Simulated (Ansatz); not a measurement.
## Phonons of ZnAu

Method: PBEsol, scalar-relativistic; no spin polarisation; PAW, 420 eV, Gaussian smearing of 0.15 eV; code Ansatz. The datasets are Ansatz's generated set soft_2.

```cif
data_structure
_symmetry_space_group_name_H-M 'P 1'
_symmetry_Int_Tables_number 1
_cell_length_a 3.1275
_cell_length_b 3.1275
_cell_length_c 3.1275
_cell_angle_alpha 90.000
_cell_angle_beta 90.000
_cell_angle_gamma 90.000
_cell_volume 30.59
loop_
_atom_site_label
_atom_site_type_symbol
_atom_site_fract_x
_atom_site_fract_y
_atom_site_fract_z
_atom_site_occupancy
Zn1 Zn 0.50000 0.50000 0.50000 1
Au1 Au 0.00000 0.00000 0.00000 1
```

The chain of runs began from a cell as deposited in COD, expanded in volume.

Force constants come from finite displacements in a 3×3×3 supercell (the unit cell's 12×12×12 k-mesh, folded to it); the long-range dipole term is not included. Points in reciprocal vectors of this cell: Γ = (0.000, 0.000, 0.000), X = (0.000, 0.500, 0.000), M = (0.500, 0.500, 0.000), R = (0.500, 0.500, 0.500).

Frequencies at the named points (cm⁻¹, imaginary ones negative):
```
point                ω (cm⁻¹)
    Γ       0 0 0 144 144 144
    X   59 59 101 130 130 171
    M  -30 -30 65 128 176 176
    R    79 79 79 147 147 147
```

**Question.** Is the structure dynamically stable along this path, and where does the spectrum end?

**Answer.** Not settled: a branch is imaginary, down to 30i cm⁻¹ at M, but only at interpolated points; at the wave vectors that fit the supercell all modes are real. The highest frequency is 176 cm⁻¹, at M. Points that don't fit the supercell are interpolated.

The compound is known in this structure, so the unstable mode may be the calculation's: soft modes are sensitive to the volume, the k-mesh, the supercell and spin–orbit coupling, and real crystals can be held by temperature.

The crystal is a metal or nearly so; low and unstable modes depend on mesh and smearing.

Cost: 11 min on 4 threads of Intel(R) Xeon(R) Platinum 8259CL CPU @ 2.50GHz (Skylake/Cascade Lake) (shared host), peak memory 6 GiB.

For elements this heavy, spin–orbit coupling would shift levels and gaps; it isn't included here.
